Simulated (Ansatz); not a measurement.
Trial structure of PrWS4, not yet relaxed:

```xyz
6
Lattice="4.2508 0.0000 0.0000 0.0000 4.2508 0.0000 0.0000 0.0000 6.3414" Properties=species:S:1:pos:R:3 pbc="T T T"
Pr    0.0000    0.0000    0.0000
W     2.1254    2.1254    3.1707
S     0.0000    2.1254    4.8479
S     2.1254    0.0000    4.8479
S     0.0000    2.1254    1.4935
S     2.1254    0.0000    1.4935
```

Level of theory: Ansatz, DFT PBE, scalar-relativistic, plane waves, PAW, and for the lanthanide a 4f-in-core norm-conserving potential. Plane waves to 660 eV, a k mesh through Γ of 4×4×4 on the computed 6-atom cell and Gaussian smearing (0.10 eV); collinear spin from starting moments 0.0 0.0 0.0 0.0 0.0 0.0 μB.

The zero of energy is the elements' standard structures at the same level; no fitted shifts are applied.

**Question.** What does a single point on this coarse mesh give?

**Answer.** The pressure is 18.5 GPa (the mean over three directions, positive in compression), the largest force is 4.59 eV/Å, and the energy is −0.06 eV/atom against the elements. The shortest distance is 2.60 Å.

**Question.** Is it a good guess?

**Answer.** A rough one: relaxing gains about 0.59 eV/atom (the start's value is from the coarse mesh, so the gain is rough) in 11 ionic steps and ends at −0.65 eV/atom on the finer mesh. The symmetry stays P4/mmm (No. 123). The volume per atom grows by 11.4 %, from 19.1 to 21.3 Å³. The shortest distance goes from 2.60 Å (Pr–S) to 2.60 Å (W–S). Conventional cell: a = 4.380 Å, c = 6.652 Å. Pr is surrounded by 8 S at 2.91 Å; W is surrounded by 8 S at 2.60 Å; S has 2 W at 2.60 Å, 1 S at 2.82 Å, 2 Pr at 2.91 Å and 4 S at 3.10 Å.

The last run used collinear spin, an 8×8×6 mesh (in the run's order of axes) for its 6-atom cell and Gaussian smearing of 0.10 eV. These runs have no spin–orbit coupling, which can matter for W. The reference form of S is held partly by dispersion forces, which this level lacks. The magnetic state reached may not be the lowest. The relaxation can't lower the symmetry of the start, and the grade says only how near the guess is to its own end. A structure relaxed within its symmetry needn't be a true minimum.

The lanthanide is trivalent by construction, without f bands, f moments or other valences. The reference runs of the other elements, and any phases without the lanthanide, used 420 eV, which shifts energies against them by under 10 meV/atom. The lanthanide's reference is the lowest of its hcp, dhcp and fcc cells.
